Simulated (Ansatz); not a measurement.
# SiC with Fe replacing Si: gradients before and after relaxing the atoms

Start: a supercell of SiC (wurtzite type, P6_3mc) built from a COD entry, with all atoms left at the host's positions.

```
Fe Si C
1.0
     6.15200    0.00000    0.00000
    -4.61400    7.99168    0.00000
     0.00000    0.00000   10.09600
Fe Si C
1 23 24
Cartesian
  0.0000 1.7759 0.0000
  0.0000 1.7759 5.0480
  -1.5380 4.4398 0.0000
  -1.5380 4.4398 5.0480
  -3.0760 7.1037 0.0000
  -3.0760 7.1037 5.0480
  3.0760 1.7759 0.0000
  3.0760 1.7759 5.0480
  1.5380 4.4398 0.0000
  1.5380 4.4398 5.0480
  0.0000 7.1037 0.0000
  0.0000 7.1037 5.0480
  1.5380 0.8880 2.5240
  1.5380 0.8880 7.5720
  0.0000 3.5519 2.5240
  0.0000 3.5519 7.5720
  -1.5380 6.2158 2.5240
  -1.5380 6.2158 7.5720
  4.6140 0.8880 2.5240
  4.6140 0.8880 7.5720
  3.0760 3.5519 2.5240
  3.0760 3.5519 7.5720
  1.5380 6.2158 2.5240
  1.5380 6.2158 7.5720
  0.0000 1.7759 1.9435
  0.0000 1.7759 6.9915
  -1.5380 4.4398 1.9435
  -1.5380 4.4398 6.9915
  -3.0760 7.1037 1.9435
  -3.0760 7.1037 6.9915
  3.0760 1.7759 1.9435
  3.0760 1.7759 6.9915
  1.5380 4.4398 1.9435
  1.5380 4.4398 6.9915
  0.0000 7.1037 1.9435
  0.0000 7.1037 6.9915
  1.5380 0.8880 4.4675
  1.5380 0.8880 9.5155
  0.0000 3.5519 4.4675
  0.0000 3.5519 9.5155
  -1.5380 6.2158 4.4675
  -1.5380 6.2158 9.5155
  4.6140 0.8880 4.4675
  4.6140 0.8880 9.5155
  3.0760 3.5519 4.4675
  3.0760 3.5519 9.5155
  1.5380 6.2158 4.4675
  1.5380 6.2158 9.5155
```

Atom numbers follow the list; atoms alike are taken as one site, whose name carries the number of the first.

Method: Kohn–Sham DFT in Ansatz, PBE, plane waves and PAW, scalar-relativistic, collinear spin, 420 eV cutoff, Γ-centred 4×3×2 k-points, Fermi–Dirac smearing 0.01 eV, cell charge -1. Start moments as typed (μB): 5 on each Fe, none on the rest. The program fits them to the shells of the files, so those used differ somewhat.

The largest force at the start is 2.8 eV/Å. Relaxing the ions at fixed cell moves them by 0.120 Å at most (atom 40, C) and 0.039 Å rms.

| site | atom | moved (Å) | first shell before | first shell after | V_zz before (10²¹ V/m²) | η before |
| --- | --- | --- | --- | --- | --- | --- |
| Fe | 1 | 0.046 | 4 C at 1.87–1.94 Å | 4 C at 1.98–1.99 Å | -2.97 | 0.59 |
| Si4 | 4 | 0.025 | 4 C at 1.87–1.94 Å | 4 C at 1.88–1.89 Å | 1.55 | 0.10 |
| Si10 | 10 | 0.024 | 4 C at 1.87–1.94 Å | 4 C at 1.88–1.89 Å | 1.55 | 0.10 |
| Si6 | 6 | 0.026 | 4 C at 1.87–1.94 Å | 4 C at 1.88–1.89 Å | 1.56 | 0.10 |
| Si7 | 7 | 0.020 | 4 C at 1.87–1.94 Å | 4 C at 1.86–1.90 Å | 1.83 | 0.36 |
| Si8 | 8 | 0.027 | 4 C at 1.87–1.94 Å | 4 C at 1.88–1.89 Å | 1.54 | 0.02 |
| Si9 | 9 | 0.016 | 4 C at 1.87–1.94 Å | 4 C at 1.84–1.90 Å | 1.96 | 0.27 |
| Si12 | 12 | 0.027 | 4 C at 1.87–1.94 Å | 4 C at 1.88–1.89 Å | 1.57 | 0.10 |
| Si14 | 14 | 0.028 | 4 C at 1.87–1.94 Å | 4 C at 1.86–1.89 Å | 1.17 | 0.18 |
| Si16 | 16 | 0.028 | 4 C at 1.87–1.94 Å | 4 C at 1.85–1.89 Å | 1.08 | 0.24 |
| Si18 | 18 | 0.037 | 4 C at 1.87–1.94 Å | 4 C at 1.89 Å | 1.43 | 0.03 |
| Si20 | 20 | 0.028 | 4 C at 1.87–1.94 Å | 4 C at 1.86–1.89 Å | 1.15 | 0.19 |
| Si24 | 24 | 0.030 | 4 C at 1.87–1.94 Å | 4 C at 1.88–1.89 Å | 1.44 | 0.02 |
| C40 | 40 | 0.120 | 1 Fe at 1.87 Å, 3 Si at 1.87–1.94 Å | 3 Si at 1.84–1.85 Å, 1 Fe at 1.99 Å | -1.16 | 0.38 |
| C42 | 42 | 0.025 | 4 Si at 1.87–1.94 Å | 4 Si at 1.87–1.89 Å | 0.44 | 0.48 |
| C44 | 44 | 0.101 | 3 Si at 1.87–1.94 Å, 1 Fe at 1.87 Å | 3 Si at 1.85–1.86 Å, 1 Fe at 1.98 Å | -0.76 | 0.46 |

Task: How do the gradients change?

Result: 

| site | atom | V_zz after | η after | change of V_zz |
| --- | --- | --- | --- | --- |
| Fe | 1 | -3.76 | 0.98 | -0.79 |
| Si4 | 4 | -0.20 | 0.39 | – |
| Si10 | 10 | -0.22 | 0.16 | – |
| Si6 | 6 | -0.23 | 0.20 | – |
| Si7 | 7 | -1.00 | 0.60 | – |
| Si8 | 8 | 0.20 | 0.07 | – |
| Si9 | 9 | -1.20 | 0.52 | – |
| Si12 | 12 | -0.23 | 0.26 | – |
| Si14 | 14 | -0.90 | 0.11 | -2.07 |
| Si16 | 16 | -1.09 | 0.05 | -2.17 |
| Si18 | 18 | -0.15 | 0.14 | -1.58 |
| Si20 | 20 | -0.95 | 0.15 | -2.10 |
| Si24 | 24 | 0.065 | 0.77 | – |
| C40 | 40 | -0.77 | 0.26 | +0.39 |
| C42 | 42 | 0.45 | 0.91 | +0.01 |
| C44 | 44 | -0.45 | 0.53 | +0.31 |

The largest change of V_zz along a kept axis is on Si16, from 1.08 to -1.09. In per cent, |V_zz| changes by +27 on Fe (all sites that start above 2, bar those whose gradient vanishes or changes sign or whose main axis turns by over 40°). Where |V_zz| stays above 0.1 and the axes keep their order, η moves most on C42, from 0.48 to 0.91. V_zz changes sign on Si18 (same axis), Si14 (axis turned by 28°), Si20 (axis turned by 28°), Si16 (axis turned by 27°). On Si9, Si7, Si12, Si6, Si10, Si4, Si8, Si24 and 8 more sites (not all in the table) the largest principal value lies along another axis in the second run, so the two V_zz can't be compared directly. The table leaves out 32 of the 48 sites, with |V_zz| up to 2.04; their tensors move by 1.38 at most along any direction. The statements above cover all sites. The host's own positions weren't relaxed first, so part of the change far from the defect can be the host's relaxation.

The defect repeats with the cell of 48 atoms, so it feels its images: sites between two images don't show the values beside a lone defect, and zeros or small values of η there can come from the images' arrangement. C and Si carry a gradient in the pure host already, so the values there aren't the defect's effect alone. A uniform background compensates the cell's charge. The defect cell has no gap above 0.1 eV on its mesh, so the values can hang on the smearing and the k-mesh. With these PAW files V_zz is typically within 2 to 3 % of all-electron values, but misses above 10 % occur on Fe.
Before: Forces reach 0.8 eV/Å even beyond 5.5 Å from the defect, so the host's positions may themselves be off equilibrium. The neighbours have not yet relaxed around the defect (largest force 2.8 eV/Å), so a real crystal will differ.
